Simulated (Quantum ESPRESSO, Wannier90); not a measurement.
## Wannierisation of NaF (rock salt)

```
begin unit_cell_cart
ang
    0.0000000000    2.2858950000    2.2858950000
    2.2858950000    0.0000000000    2.2858950000
    2.2858950000    2.2858950000    0.0000000000
end unit_cell_cart
begin atoms_frac
Na   0.0000000000  0.0000000000  0.0000000000
F    0.5000000000  0.5000000000  0.5000000000
end atoms_frac
```

Cell from Materials Project (mp-682), symmetrised, no further relaxation. COD (Crystallography Open Database) has an entry of this formula and space group (matched by these alone). Level: PBEsol, no spin polarisation, no spin-orbit coupling; pw.x of Quantum ESPRESSO at 71 Ry with PseudoDojo potentials, 10×10×10 k-points, Wannier90. Density: 12×12×12 mesh, cold smearing 0.01 Ry.

Functional, cutoff and mesh named above are those of the base row (PBEsol); the first column says what each row takes instead. Model: 7 functions from bands 6-19, start hydrogen-like Na: s;p; F: p, disentangled but not localised (num_iter = 0), frozen window tied to the conduction edge or Fermi level of each row, as listed, which moves Ω_I and hoppings a little by itself. Energies are relative to the valence-band maximum; the misfit is to pw.x on a path, for states up to 7.4 eV relative to the valence-band maximum. The functional changes, each with its own PseudoDojo files and their cutoffs, on the same cell. The disentangled Ω_I can sit in another minimum from row to row.

```tsv
functional	frozen to (eV)	Ω_I (Å²)	rms misfit (meV)	gap (eV)	bottom of band 6 (eV)	on-site Na1 pz minus Na1 s (eV)	hopping modulus Na1 pz – Na1 py, R = 0 1 -1 (eV)	hopping modulus Na1 s – Na1 py, R = 0 0 1 (eV)	hopping modulus Na1 s – Na1 s, R = 0 0 1 (eV)
LDA	7.71	6.28	0.6	6.21	-1.74	4.67	0.886	0.648	0.428
PBE	8.06	6.27	0.6	6.57	-1.66	4.73	0.894	0.652	0.429
PBEsol	7.92	6.30	0.6	6.42	-1.69	4.68	0.898	0.656	0.432
```
